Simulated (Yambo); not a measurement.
G0W0@PBEsol for Si (space group P6_3/mmc, No. 194) in Yambo. Reference settings: 6×6×2 Γ-centred k mesh, 176 bands and a 10 Ry block in the screening, 176 bands in G with the Bruneval-Gonze terminator, plasmon pole fitted at 27.2 eV. The PBEsol gap Γ → M on this mesh is 0.29 eV; G0W0 gaps are taken between the same points.

Gap (Γ → M) in eV against the number of bands and the screening block, terminator on:

```
bands (W and G)   2 Ry   4 Ry   6 Ry   8 Ry  10 Ry
---------------  -----  -----  -----  -----  -----
33               0.667  0.794  0.880  0.902  0.907
58               0.628  0.780  0.896  0.932  0.942
92               0.613  0.767  0.899  0.943  0.957
134              0.611  0.764  0.903  0.954  0.973
176              0.610  0.763  0.905  0.961  0.983
```

Rough cost of the Yambo step against the reference (shared machines):

```
bands (W and G)  2 Ry  4 Ry  6 Ry  8 Ry  10 Ry
---------------  ----  ----  ----  ----  -----
33               1/30  1/20  1/20  1/10    1/7
58               1/20  1/20  1/10   1/8    1/4
92               1/10  1/10   1/7   1/3    1/3
134               1/7   1/7   1/4   1/3     ~1
176               1/6   1/5   1/3    ~1      1
```

At the largest block the last step in bands moves the gap by 0.010 eV; at the most bands the last step in the block moves it by 0.022 eV.

Geometry relaxed with PBEsol; primitive cell a = b = 3.826 Å, c = 6.315 Å, α = β = 90.00°, γ = 120.00°.

This is not the ordinary phase of the substance; no match was found in the copy of COD used, and its stability was not checked.
